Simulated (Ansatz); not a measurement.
An Ansatz run on ZnO (wurtzite) left the output below. The cell was relaxed with r2SCAN and then strained (uniaxial +4.0 % along z, other directions held), with the atoms relaxed again with r2SCAN; k points keep the names of the unstrained zone.

The cell given to it:
```xyz
4
Lattice="3.2353 0.0000 0.0000 -1.6177 2.8019 0.0000 0.0000 0.0000 5.4194" Properties=species:S:1:pos:R:3 pbc="T T T"
Zn    0.0000    1.8679    0.0108
Zn    1.6177    0.9340    2.7205
O     0.0000    1.8679    2.0214
O     1.6177    0.9340    4.7311
```

What the program printed (shortened):
```
Crystal: 4 atoms, lattice volume = 49.127 Å³
Basis set: ecut = 500 eV, 1249 PW (Γ)
Bands: 22, of which v1, the nominal top of the filled ones, is band 18 counted from 1 (17 counted from 0)
Symmetry: 12 space group operations
k-points: 95 of 324 (irreducible under 2 space group operations, time reversal used)
preconditioner: auto → Resta (q_TF=auto, 2.591 Å⁻¹)  ε∞=6.6  [insulator: Δε(μ)=1.257 eV  ℏωp=31.8 eV]
Free energy (F): -7789.800858 eV
Fermi energy:    6.407853 eV
--- Per-component energies (eV) ---
  E_band       = 33.062803
  E_kinetic    = 610.557816
  E_local      = -4062.090108
  E_nonlocal   = 1342.271656
  E_hartree    = 1673.826329
  E_xc         = -391.842257
  E_vxc        = -314.547991
  E_paw        = -4029.133148
  E_vpaw       = -909.926002
  E_vtau       = 19.143073
  E_ewald      = -2932.963821
  E_core_change = -0.429119
--- Dielectric response (ions clamped): 3 representative field directions + reference, inside a basis on a mesh of 864 k-points ---
  ε∞ (high-frequency dielectric tensor):
        4.436201     0.000000     0.000000
        0.000000     4.436201     0.000000
        0.000000     0.000000     4.615028
  Born effective charges Z* (e; rows j = field, columns β = displacement):
    site 0:
         2.09323    0.00000    0.00000
         0.00000    2.09323    0.00000
         0.00000    0.00000    2.19658
    site 1:
         2.09323    0.00000    0.00000
         0.00000    2.09323    0.00000
         0.00000    0.00000    2.19658
    site 2:
        -2.09323    0.00000    0.00000
         0.00000   -2.09323    0.00000
         0.00000    0.00000   -2.19658
    site 3:
        -2.09323    0.00000    0.00000
         0.00000   -2.09323    0.00000
         0.00000    0.00000   -2.19658
  ε∞ is read to err by 1.4e-2, Z* by 1.3e-2 e
```

Problem. Write the input file that gave this output.

Solution.
```yaml
crystal:
  # lattice and atoms as above
kpoints:
  mp_grid: { grid: [9, 9, 4] }
hamiltonian:
  xc: r2scan
scf:
  occupations: { method: fixed }
dielectric: {}
```
The term E_vtau belongs to a meta-GGA, which reads the kinetic-energy density. A response with clamped ions alone is the dielectric block. Close relatives of this functional can't be ruled out from these lines alone. Not every key shows in the log; this is the file that was used.

Run as `ansatz run input.yaml --threads 2 --pin off --max-ram 29491MiB --backend cpu --events-out ev --progress --plain --runs-dir out`. It took 100 s on 2 threads of AMD EPYC 7R13 Processor (Zen 3), with other jobs on the host; peak host memory 1.3 GiB.

Calculated for a static, non-magnetic cell.
